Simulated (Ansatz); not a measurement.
Name crystals whose computed values (r²SCAN (plane waves, PAW; program Ansatz)) fall in these windows: electron conductivity mass (mₑ) 0.91 to 1.1; ε∞ 2.5 to 3.3.



```json
[
 {"crystal": "AlBO3, R-3c (Al on 6b, B on 6a, O on 18e)", "electron conductivity mass (mₑ)": "0.98", "ε∞": "3.04"}
]
```
Others may fit too.

Standing as an ambient phase not checked: AlBO3, R-3c (Al on 6b, B on 6a, O on 18e). The cell was relaxed under the symmetry of its start.

Potentials: the later of the program's two PAW sets.
